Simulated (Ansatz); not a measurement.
**Self-consistent states of HfVF6 (Fm-3m)**

All numbers are calculated (r²SCAN+U, U_eff = 4.0 eV (Dudarev form) on V d, fully localised double counting, scalar-relativistic datasets, 500 eV, PAW set soft_2 (made for PBE), 4×4×4 mesh, Gaussian smearing of 0.05 eV) with the plane-wave PAW code Ansatz.

```
Hf V F
1.0
     0.00000    4.02100    4.02100
     4.02100    0.00000    4.02100
     4.02100    4.02100    0.00000
Hf V F
1 1 6
Direct
  0.00000 0.00000 0.00000
  0.50000 0.50000 0.50000
  0.24491 0.24491 0.75509
  0.75509 0.75509 0.24491
  0.75509 0.24491 0.24491
  0.24491 0.75509 0.75509
  0.24491 0.75509 0.24491
  0.75509 0.24491 0.75509
```

The structure is that of a cell as deposited in COD, unrelaxed.

Cell and atoms stay fixed, and the cell was started in 11 ways, without spin–orbit coupling. The starts were built for 3 d electrons on V, a formal count that the converged states needn't keep. Starting moments of the plain starts: V2 3.00 μB (atoms counted from 1).

Energies count from the lowest free state found. A natural orbital (eigenvector of a shell's occupation matrix) is counted as filled above 0.75 (0.9 in a metal) and as partly filled from 0.35 up to that; ↑ and ↓ are the spin channels.

```csv
state,reached from,ΔE (meV/atom),gap (eV),P (GPa),cell spin moment (μB),site spin moments (μB),shell filling,Hubbard energy (eV/cell),flags
1,"random orbitals: random mixtures, high spin (draw 5); from atoms, default search; natural orbitals of the symmetric run, filled by rank; 3 more",0.0,4.42,5.6,3.00,V 2.28,"V 3↑ 0↓, 3.40 e",0.82,–
2,"random orbitals: single harmonics, lower spin (2+1 electrons) (draw 4); random orbitals: pairs of harmonics, lower spin (2+1 electrons) (draw 8)",145.4,3.55,5.4,1.00,V 0.77,"V 2↑ 1↓, 3.41 e",0.84,–
3,"random orbitals: single harmonics, high spin (draw 1); random orbitals: single harmonics, high spin (draw 6); random orbitals: pairs of harmonics, high spin (draw 3)",165.9,2.49,9.2,3.00,V 2.31,"V 3↑ 0↓, 3.33 e",0.72,–
```

The lowest free state (state 1) has 3 d electrons in filled orbitals, 3 of them unpaired, the high-spin filling, a gap of 4.42 eV and a whole-number cell moment of 3 μB, as a collinear insulator must have. Its natural occupations are V2 spin up: 0.09 0.09 0.99 0.99 0.99; V2 spin down: 0.02 0.02 0.02 0.08 0.08. Since all bands are wholly filled or empty, the fractional occupations (0.08, 0.09) come from mixing of the shell with the neighbours' orbitals (covalency), not from partly filled bands. The Hubbard potential on a natural orbital is U(½ − λ), so on V2 an orbital at λ = 0.99 is pushed 3.6 eV below one at λ = 0.09 of the same spin (U × 0.90). The gap is 4.42 eV; other splittings, such as the crystal field's, add to the Hubbard shift.

State 2 lies 145.4 meV/atom higher, or 1.16 eV per cell. It has 3 filled d spin orbitals, 1 more of one spin than of the other, a gap of 3.55 eV and a whole-number cell moment of 1 μB, as a collinear insulator must have; natural occupations V2 spin up: 0.03 0.09 0.09 0.99 0.99; V2 spin down: 0.03 0.03 0.08 0.09 0.99. On V2, N↑ − N↓ is 0.98 in size in state 2 against 2.93 in state 1: with fewer parallel spins, state 2 lacks part of the exchange energy behind Hund's first rule. With J = 0 the Hubbard energy is (U/2) Σ λ(1 − λ), a penalty on fractional natural occupations. The sums Σ λ(1 − λ) over the cell's shells are 0.41 for state 1 and 0.42 for state 2, which at U/2 = 2.00 eV give 0.816 and 0.845 eV per cell. The two differ by 0.029 eV, within U times the program's tolerance on the occupations (0.009), so the Hubbard term itself makes little of the difference of 1.16 eV per cell, though U shapes both states.

With one V ion in the cell, V moments can't oppose each other.

In the lowest free state the fixed cell carries a pressure of 5.6 GPa and forces up to 0.30 eV/Å; relaxing would change energies and could change the order of close states.

Other starts might reach a lower state still. Spin–orbit coupling is left out. The value of U was drawn from a range and not derived for this compound; another value can change gaps, moments and the order of states. Gaps are Kohn–Sham gaps over the k-mesh alone and may be smaller between its points. Site moments are integrated in small spheres and here fall short of the shell's N↑ − N↓.
